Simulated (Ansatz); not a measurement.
Be3N2: Coordination and 14N quadrupole coupling

Cell: a COD entry whose atoms were relaxed with PBE, the cell held.

```
Be N
1.0
    -4.07259    4.07259    4.07259
     4.07259   -4.07259    4.07259
     4.07259    4.07259   -4.07259
Be N
24 16
Direct
  0.52553 0.76617 0.53171
  0.73447 0.99382 0.96829
  0.97447 0.50618 0.24064
  0.76553 0.73383 0.25936
  0.53171 0.52553 0.76617
  0.96829 0.73447 0.99382
  0.24064 0.97447 0.50618
  0.25936 0.76553 0.73383
  0.76617 0.53171 0.52553
  0.99382 0.96829 0.73447
  0.50618 0.24064 0.97447
  0.73383 0.25936 0.76553
  0.47447 0.23383 0.46829
  0.26553 0.00618 0.03171
  0.02553 0.49382 0.75936
  0.23447 0.26617 0.74064
  0.46829 0.47447 0.23383
  0.03171 0.26553 0.00618
  0.75936 0.02553 0.49382
  0.74064 0.23447 0.26617
  0.23383 0.46829 0.47447
  0.00618 0.03171 0.26553
  0.49382 0.75936 0.02553
  0.26617 0.74064 0.23447
  0.25000 0.22903 0.97903
  0.75000 0.27097 0.52097
  0.97903 0.25000 0.22903
  0.52097 0.75000 0.27097
  0.22903 0.97903 0.25000
  0.27097 0.52097 0.75000
  0.75000 0.77097 0.02097
  0.25000 0.72903 0.47903
  0.02097 0.75000 0.77097
  0.47903 0.25000 0.72903
  0.77097 0.02097 0.75000
  0.72903 0.47903 0.25000
  0.50000 0.50000 0.50000
  0.50000 0.00000 0.00000
  0.00000 0.50000 0.00000
  0.00000 0.00000 0.50000
```

Atom numbers follow the list; atoms alike are taken as one site, whose name carries the number of the first.

The numbers come from a DFT calculation in Ansatz (PBE, plane waves and PAW, scalar-relativistic, 420 eV cutoff, Γ-centred 5×5×5 k-points, Fermi–Dirac smearing 0.02 eV).

Q(14N) = 20.44 mb.

(1) Order the N environments from the weakest to the strongest quadrupole coupling.
A. N25: 6 Be at 1.70–1.79 Å
B. N37: 6 Be at 1.75 Å

Answers

(1) A (0.302 MHz, η = 0.37), B (0.623 MHz, η = 0.00).

An axis of threefold or higher order runs through N37, so V_zz lies along it and η is zero. Like point charges on the first shell alone (each adding as 1/d³) would give the same order.
